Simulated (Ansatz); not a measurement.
All numbers below come from DFT PBE, scalar-relativistic, plane waves, PAW in Ansatz. Settings: cutoff 420 eV, Γ-centred meshes spaced at most about 0.3 Å⁻¹, and about 0.25 Å⁻¹ or finer for metals (2π included), Gaussian smearing. Collinear spin in cells that started with moments and kept them past the coarse steps, no spin elsewhere.

Each of these unrelaxed guesses is relaxed in cell and atoms within its symmetry. A guess keeps its type if space group and coordination stay and the shape of the cell changes little (axis ratios within about 15 %, angles within 6°); the volume may change.

1. Rb3N (collinear spin from parallel moments)

```
Rb N
1.0
     4.03628    0.00000    0.00000
    -2.01814    3.49552    0.00000
     0.00000    0.00000   13.09668
Rb N
3 1
Direct
  0.33333 0.66667 0.75368
  0.00000 0.00000 0.00000
  0.33333 0.66667 0.24632
  0.00000 0.00000 0.50000
```

2. AlP7

```
Al P
1.0
     5.87210    0.00000    0.00000
     0.00000    5.87210    0.00000
     0.00000    0.00000    5.87210
Al P
1 7
Cartesian
  0.0000 0.0000 0.0000
  1.4834 1.4834 1.4834
  0.0000 2.9361 2.9361
  2.9361 2.9361 0.0000
  2.9361 0.0000 2.9361
  4.3887 1.4834 4.3887
  4.3887 4.3887 1.4834
  1.4834 4.3887 4.3887
```

3. CaBeCdP2

```
Ca Be Cd P
1.0
     4.66583    0.00000    0.00000
     0.00000    4.66583    0.00000
     0.00000    0.00000    4.50421
Ca Be Cd P
1 1 1 2
Direct
  0.00000 0.00000 0.00000
  0.50000 0.50000 0.50000
  0.50000 0.50000 0.00000
  0.50000 0.00000 0.50000
  0.00000 0.50000 0.50000
```

4. Ca2Te2H5

```
Ca Te H
1.0
     4.15330    0.00000    0.00000
     0.00000    4.15330    0.00000
     0.00000    0.00000    8.28668
Ca Te H
2 2 5
Direct
  0.00000 0.00000 0.00000
  0.00000 0.00000 0.50000
  0.50000 0.50000 0.25663
  0.50000 0.50000 0.74337
  0.50000 0.00000 0.22090
  0.50000 0.00000 0.77910
  0.50000 0.50000 0.50000
  0.00000 0.50000 0.22090
  0.00000 0.50000 0.77910
```

Question: Which keep their type?

Answer: Guesses 2 and 3 keep their type.

```json
{"guess": "1", "kept": "no", "start group": "P-6m2", "end group": "P-6m2", "V start (Å³/atom)": "46.2", "V end": "52.5", "b/a and c/a, end over start": "1.00, 0.89", "nearest neighbours start": "N 12, Rb 12", "nearest neighbours end": "N 6, Rb 4/6"}
{"guess": "2", "kept": "yes", "start group": "P-43m", "end group": "P-43m", "V start (Å³/atom)": "25.3", "V end": "19.9", "b/a and c/a, end over start": "1.00, 1.00", "nearest neighbours start": "Al 4, P 4", "nearest neighbours end": "Al 4, P 4"}
{"guess": "3", "kept": "yes", "start group": "P4/mmm", "end group": "P4/mmm", "V start (Å³/atom)": "19.6", "V end": "19.3", "b/a and c/a, end over start": "1.00, 1.08", "nearest neighbours start": "Be 6, Ca 12, Cd 2, P 2", "nearest neighbours end": "Be 6, Ca 12, Cd 2, P 2"}
{"guess": "4", "kept": "no", "start group": "P4/mmm", "end group": "P4/mmm", "V start (Å³/atom)": "15.9", "V end": "17.4", "b/a and c/a, end over start": "1.00, 0.92", "nearest neighbours start": "Ca 8/12, H 2, Te 5", "nearest neighbours end": "Ca 4/8, H 1/2, Te 1"}
```

Neighbours count within 15 % of an atom's shortest distance; end groups are read at 0.02 Å (0.05 Å in metals).

Spin–orbit coupling, which can matter for Te, is left out. A magnetic state wasn't ruled out in cells without spin, among them Ca2Te2H5 P4/mmm. Another magnetic order may lie lower. Cells relaxed within their symmetry can be saddle points.

In counts of neighbours, a slash parts the counts of unlike sites.
